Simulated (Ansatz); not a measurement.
Theory: Ansatz 0.2.0, DFT PBE, scalar-relativistic, plane waves, PAW. All cells share a 420 eV cutoff and Γ-centred k meshes spaced at most about 0.3 Å⁻¹ (2π included). No spin polarisation in the final relaxations.

These are static total energies at zero pressure.

Two relaxed structures of MgCd2S3:

A.

Space group I-4m2 (No. 119). a = 4.142 Å, b = 4.142 Å, c = 17.487 Å, α = 90.00°, β = 90.00°, γ = 90.00°
```tsv
atom	site	symmetry	x	y	z
Mg	2a	-4m2	0.0000	0.0000	0.0000
Cd	4e	2mm.	0.0000	0.0000	0.3361
S	2d	-4m2	0.5000	0.0000	0.2500
S	4f	2mm.	0.0000	0.5000	0.0775
```

B.

Space group P3m1 (No. 156). a = 4.149 Å, b = 4.149 Å, c = 20.167 Å, α = 90.00°, β = 90.00°, γ = 120.00°
| atom | site | symmetry | x | y | z |
| --- | --- | --- | --- | --- | --- |
| Mg | 1a | 3m. | 0.0000 | 0.0000 | 0.5022 |
| Mg | 1a | 3m. | 0.0000 | 0.0000 | 0.8313 |
| Cd | 1c | 3m. | 0.6667 | 0.3333 | 0.9976 |
| Cd | 1c | 3m. | 0.6667 | 0.3333 | 0.3395 |
| Cd | 1c | 3m. | 0.6667 | 0.3333 | 0.6687 |
| Cd | 1a | 3m. | 0.0000 | 0.0000 | 0.1683 |
| S | 1c | 3m. | 0.6667 | 0.3333 | 0.1249 |
| S | 1c | 3m. | 0.6667 | 0.3333 | 0.4669 |
| S | 1c | 3m. | 0.6667 | 0.3333 | 0.7960 |
| S | 1a | 3m. | 0.0000 | 0.0000 | 0.2958 |
| S | 1a | 3m. | 0.0000 | 0.0000 | 0.6248 |
| S | 1a | 3m. | 0.0000 | 0.0000 | 0.9540 |

Question: Which is lower in energy, and by how much?

Answer: They are level within the accuracy (under 1 meV/atom apart). A has Mg and Cd ordered on zinc blende sites, space group I-4m2 (No. 119), 25.0 Å³/atom and a gap of 1.66 eV on its mesh; B has Mg and Cd ordered on wurtzite sites, space group P3m1 (No. 156), 25.0 Å³/atom and a gap of 1.53 eV. Counting S atoms around Cd and Mg (those within 1.25 times the shortest such distance or 1.15 times the sum of covalent radii, 1.27 where that leaves under three), A and B both have Mg 4, Cd 4. Both come from invented guesses.

Kohn–Sham gaps at this level usually fall short of measured ones. With atoms moved at random, I-4m2 came back. Other cells relaxed within their symmetry can be saddle points.
